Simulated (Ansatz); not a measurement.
A generator proposed this cell of Sb₂O.

```
Sb O
1.0
     5.08668    0.00000    0.00000
    -2.54334    4.40519    0.00000
     0.00000    0.00000    3.23355
Sb O
2 1
Direct
  0.33333 0.66667 0.50000
  0.66667 0.33333 0.50000
  0.00000 0.00000 0.00000
```

These are results of Ansatz, DFT PBE, scalar-relativistic, plane waves, PAW, not measurements. Settings: cutoff 420 eV, Γ-centred mesh 6×6×6 on the computed 3-atom cell, Gaussian smearing of 0.10 eV; no spin polarisation.

Formation energies are uncorrected and refer to the elements' standard structures at the same level (O₂ as a molecule).

Question: What does a single point on this coarse mesh give?

Answer: The pressure is -7.6 GPa (the mean over three directions, positive in compression), the largest force is 0.00 eV/Å (symmetry fixes the atoms), and the energy is +0.54 eV/atom against the elements. The shortest distance is 2.94 Å.

Question: How much does it gain on relaxing, and where does it end?

Answer: Relaxing gains under 0.1 eV/atom (the start's value is from the coarse mesh, so the gain is rough) in 11 ionic steps and ends at +0.45 eV/atom on the finer mesh. The symmetry stays P6/mmm (No. 191). The volume per atom shrinks by 14.4 %, from 24.2 to 20.7 Å³. The shortest distance goes from 2.94 Å (Sb–Sb) to 2.81 Å (Sb–Sb). Conventional cell: a = 4.869 Å, c = 3.023 Å. Sb has 3 Sb at 2.81 Å, 2 Sb at 3.02 Å and 6 O at 3.19 Å; around O lie 2 O at 3.02 Å and 12 Sb at 3.19 Å (long contacts).

The last run used a 12×12×16 mesh (in the run's order of axes) for its 3-atom cell and Gaussian smearing of 0.10 eV. Spin–orbit coupling, which can matter for Sb, is left out. The relaxation can't lower the symmetry of the start. Symmetry constrained the relaxation, so the result can be a saddle point. Another cell of Sb2O relaxed alike, in P4_2/mnm, lies 0.66 eV/atom lower, so this cell isn't the stable form at this level.
